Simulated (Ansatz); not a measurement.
Here is the system:

SrTiO₃:
```
SrTiO3
1.0
    3.89143     0.00000     0.00000
    0.00000     3.89143     0.00000
    0.00000     0.00000     3.89143
Sr Ti O
1 1 3
Direct
  0.00000   0.00000   0.00000
  0.50000   0.50000   0.50000
  0.50000   0.00000   0.50000
  0.00000   0.50000   0.50000
  0.50000   0.50000   0.00000
```

This is the PBEsol-relaxed structure.

Question: All from plane-wave PAW PBEsol (Ansatz code), unless another level is named. Predict the Poisson's ratio.

Answer: 0.24.

Question: What about the highest zone-centre frequency (without LO–TO term)?

Answer: 534 cm^-1.

Question: Next, the elastic constants (relaxed ions, GPa)?

Answer: C11 = 351, C12 = 104, C44 = 114.

Space group Pm-3m (cubic perovskite). The cell was relaxed with PBEsol under the symmetry of its start. At this level the phase is dynamically unstable (imaginary phonons). No spin polarisation was allowed.

Potentials: the earlier of the program's two PAW sets.
